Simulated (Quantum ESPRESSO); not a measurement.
# Planted mistakes on one cell of Al6GaMgON7

Calculated results; nothing here was measured. They come from pw.x of Quantum ESPRESSO 7.5, a plane-wave density functional program, with PseudoDojo standard norm-conserving files (v0.5 for PBE, v0.4.1 for LDA and PBEsol). The cells are made up: elements, strain and atom displacements were drawn at random, and nothing was relaxed. There is no spin polarisation, spin-orbit coupling or dispersion term.

The cell has 16 sites of a wurtzite lattice (rectangular cell, doubled along c). Sites 1 to 8 hold Al Al Ga Mg Al Al Al Al; sites 9 to 16 hold O N N N N N N N. Cell vectors in Å: (3.181, -0.028, 0.005); (-0.049, 5.475, -0.075); (0.015, -0.142, 10.596). Settings: PBE, cutoff 1143 eV, 7 x 4 x 2 k mesh shifted by half a step, Fermi-Dirac smearing of 0.025 eV.

The intended run has a self-consistency threshold of 1e-07 eV, a smearing term of 0.000 eV, a pressure of -5.66 GPa and 16 iterations. Each further run changes one thing: all lengths scaled by 1.0090; atoms of sites 7 and 16 exchanged; cutoff 662 eV; files of LDA; k mesh 1 x 1 x 1; one electron removed; smearing 0.55 eV; threshold 0.05 eV. A coarse mesh keeps the shift, and a charged cell sits in a uniform background.

| run | change of free energy (eV) | smearing term -TS (eV) | change of P (GPa) | largest change of a force component (eV/Å) | iterations |
| --- | --- | --- | --- | --- | --- |
| A | 16.045 | 0.000 | -77.66 | 0.113 | 15 |
| B | 24.822 | -0.011 | 25.06 | 9.184 | 20 |
| C | -6.154 | 0.000 | -3.25 | 1.023 | 15 |
| D | 0.239 | 0.000 | -3.80 | 0.262 | 16 |
| E | -0.253 | -0.891 | 0.87 | 0.521 | 14 |
| F | -0.728 | 0.000 | -8.16 | 0.201 | 15 |
| G | 0.014 | 0.000 | 1.81 | 0.175 | 7 |
| H | -6.987 | -0.013 | -9.22 | 1.308 | 20 |

A rerun of the intended cell at 1437 eV and k mesh 9 x 6 x 4 moved values by no more than 0.004 eV in the cell's energy, 0.02 GPa in stress and 0.004 eV/Å in force.

Question: which change belongs to which run?

## Worked reading

Run G has the fewest iterations, as a run stopped early does. Run E has the largest smearing term, as wide smearing gives. Run A has a higher energy and the largest fall in pressure, as too small a basis gives. Run D changes the volume by a factor of 1.0272; minus its pressure change over the logarithm of that factor, 142 GPa, is a rough bulk modulus with clamped atoms. Energies from files of another functional, or of a charged cell, have another zero and say nothing on stability; the pressure of a charged cell rests on the program's zero of potential too.

## Key

| run | change |
| --- | --- |
| A | cutoff 662 eV |
| B | atoms of sites 7 and 16 exchanged |
| C | k mesh 1 x 1 x 1 |
| D | all lengths scaled by 1.0090 |
| E | smearing 0.55 eV |
| F | files of LDA |
| G | threshold 0.05 eV |
| H | one electron removed |